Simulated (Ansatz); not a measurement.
Recipe of this trial structure of Ca2SnN: random cell by space group and Wyckoff sites (Cmmm, No. 65). Lengths were set from tabulated atomic sizes, so they are only a guess.

```
Ca Sn N
1.0
     2.67352   -2.96671    0.00000
     2.67352    2.96671    0.00000
     0.00000    0.00000    3.40489
Ca Sn N
2 1 1
Direct
  0.00000 0.00000 0.50000
  0.00000 0.00000 0.00000
  0.50000 0.50000 0.50000
  0.50000 0.50000 0.00000
```

Method: DFT PBE, scalar-relativistic, plane waves, PAW (Ansatz 0.2.0). Cutoff 420 eV, Gaussian smearing, Γ-centred meshes. Cell and atoms relax first on a coarse mesh and then on a finer one. In between, the cell is made exact in the group found at 0.06 Å. In metals the finer mesh still leaves noise of several meV/atom or more. The steps can't lower the symmetry of their start. No spin polarisation.

A guess keeps its type if space group and coordination stay and the shape of the cell changes little (axis ratios within about 15 %, angles within 6°); the volume may change.

Question: Does this structure survive the relaxation?

Answer: It doesn't keep its type. The symmetry goes from Cmmm (No. 65) to P4/mmm (No. 123). The volume per atom grows by 97.9 %, from 13.5 to 26.7 Å³. The shortest distance goes from 1.70 Å (Sn–N and Ca–Ca) to 2.85 Å (Ca–N and Ca–Sn). Counting neighbours within 15 % of an atom's shortest distance, the start has Ca 2, N 2, Sn 2 and the end Ca 4, N 4, Sn 4. In detail, at the end around Ca on its first site lie 4 Sn at 2.85 Å and 2 Ca at 3.30 Å; around Sn lie 4 Ca at 2.85 Å and 2 N at 3.30 Å; N is surrounded by 4 Ca at 2.85 Å and 2 Sn at 3.30 Å; 1 more site not described.

Space group P4/mmm (No. 123). a = 4.027 Å, b = 4.027 Å, c = 6.590 Å, α = 90.00°, β = 90.00°, γ = 90.00°
```json
{"atom": "Ca", "site": "1b", "symmetry": "4/mmm", "x": "0.0000", "y": "0.0000", "z": "0.5000"}
{"atom": "Ca", "site": "1a", "symmetry": "4/mmm", "x": "0.0000", "y": "0.0000", "z": "0.0000"}
{"atom": "Sn", "site": "1d", "symmetry": "4/mmm", "x": "0.5000", "y": "0.5000", "z": "0.5000"}
{"atom": "N", "site": "1c", "symmetry": "4/mmm", "x": "0.5000", "y": "0.5000", "z": "0.0000"}
```

The last run used a 12×12×8 mesh (in the run's order of axes) for its 4-atom cell and Gaussian smearing of 0.10 eV. An odd number of electrons in the primitive cell allows no gap without spin; a larger cell or a magnetic state could open one. The cell is a metal run without spin; a magnetic state may lie lower. A structure relaxed within its symmetry needn't be a true minimum. Another cell of Ca2SnN relaxed alike, in P4/mmm, lies 1.06 eV/atom lower, so this cell isn't the stable form at this level.
